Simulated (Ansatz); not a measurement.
Ce (fcc, Cu type)

```yaml
crystal:
  lattice:
    - [0.00000, 2.36609, 2.36609]
    - [2.36609, 0.00000, 2.36609]
    - [2.36609, 2.36609, 0.00000]
  atoms:
    - { symbol: Ce, position: [0.00000, 0.00000, 0.00000] }
```

The slice is a {111} plane (indices of the conventional cell) through the point (0.000, 0.000, 0.000) (fractional), spanned by u = [100] and v = [-1 2 0] in vectors of this cell: u (3.35 Å) and v (5.80 Å, at 90° to u). It covers one period; positions are fractions (u, v).

Method: PBE (plane waves to 420 eV, PAW, scalar-relativistic; Ansatz, an electronic-structure program). k mesh 17×17×17. Near the nuclei the fields are pseudised (PAW); where an atom keeps semicore shells as valence, they peak there. Ce is run without spin polarisation. Ce was relaxed with its symmetry unable to fall. The relaxed volume of Ce is well below the measured one. The f-shell state is unchecked: a lower one may exist.

Q: Sketch the valence electron density on this plane as a map.

A: 
```
|009999997766666677999999|
|999999887766666677889999|
|999988776666666666778899|
|777777666666666666667777|
|666666666666666666666666|
|666666667777777777666666|
|666666778899999988776666|
|666677889999999999887766|
|666677999999009999997766|
|666688999900000099998866|
|666677999999009999997766|
|666677889999999999887766|
|666666778899999988776666|
|666666667777777777666666|
|666666666666666666666666|
|777777666666666666667777|
|999988776666666666778899|
|999999887766666677889999|
|009999997766666677999999|
|000099998866666688999900|
```
Scale: ten equal steps from -3.00 (start of '0') to 0.40 (end of '9'), in the order '0123456789'. Values: log₁₀ of the valence density in e/Å³. The map has 12 points along u (two characters each, u = 0 at the left) and 20 along v (v = 0 in the bottom row). The scale is logarithmic, as a density can span decades between atoms and voids; values under 0.001 e/Å³ are set to 0.001.
